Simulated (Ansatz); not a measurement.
SiGe:
```yaml
crystal:
  lattice:
    - [3.90389, 0.00000, 0.00000]
    - [-1.95194, 3.38087, 0.00000]
    - [0.00000, 0.00000, 6.45333]
  atoms:
    - { symbol: Si, position: [0.66667, 0.33333, 0.87448] }
    - { symbol: Si, position: [0.33333, 0.66667, 0.37448] }
    - { symbol: Ge, position: [0.66667, 0.33333, 0.50052] }
    - { symbol: Ge, position: [0.33333, 0.66667, 0.00052] }
```

Relaxed with r²SCAN. Independent-particle spectrum: no excitons, no local fields, no scissors shift; 0.1 eV broadening; ε₁ of the summed bands alone.

Question: Tabulate the dielectric function from the program Ansatz at the r²SCAN level (PAW).

Answer: 

```csv
E (eV),ε₁ xx,ε₂ xx,ε₁ zz,ε₂ zz
0.0,12.40,0.00,13.32,0.00
0.4,12.52,0.00,13.47,0.00
0.8,12.90,0.00,13.93,0.00
1.2,13.60,0.00,14.82,0.00
1.6,14.82,0.02,16.39,0.02
2.0,17.12,0.35,19.55,0.17
2.4,21.16,1.93,26.14,5.17
2.8,22.86,7.41,25.59,14.05
3.2,26.08,10.74,21.14,22.11
3.6,26.15,35.32,16.27,30.73
4.0,0.72,38.17,-5.47,28.80
4.4,-4.13,22.49,-0.95,16.53
4.8,-7.60,20.35,-7.37,23.78
5.2,-9.52,13.74,-10.22,13.84
5.6,-8.88,10.47,-9.42,9.72
6.0,-8.33,7.52,-8.40,6.57
6.4,-6.60,5.31,-6.66,4.72
6.8,-6.08,4.75,-4.97,3.51
7.2,-5.37,3.56,-4.64,3.88
7.6,-4.63,2.77,-4.35,3.25
8.0,-4.07,2.34,-4.04,2.52
8.4,-3.49,1.91,-3.54,1.97
8.8,-3.10,1.74,-2.96,1.74
9.2,-2.80,1.40,-2.77,1.51
9.6,-2.43,1.15,-2.45,1.21
10.0,-2.11,0.97,-2.14,1.00
10.4,-1.80,0.89,-1.85,0.87
10.8,-1.62,0.83,-1.62,0.75
11.2,-1.48,0.68,-1.42,0.66
11.6,-1.29,0.59,-1.22,0.61
12.0,-1.13,0.52,-1.10,0.54
```

With all bands, ε∞ without local fields is 12.4 (xx = yy), 13.4 (zz).

Space group P6_3mc (wurtzite). The first step of the workflow began from a Materials Project structure, measured or hypothetical; the Crystallography Open Database copy checked does not list it. Whether it is the stable phase at ambient conditions was not checked. The cell was relaxed with r²SCAN under the symmetry of its start; of distortions, only those at the zone centre were tested. Spin–orbit coupling is left out wherever it is not named.

Potentials: the earlier of the program's two PAW sets.
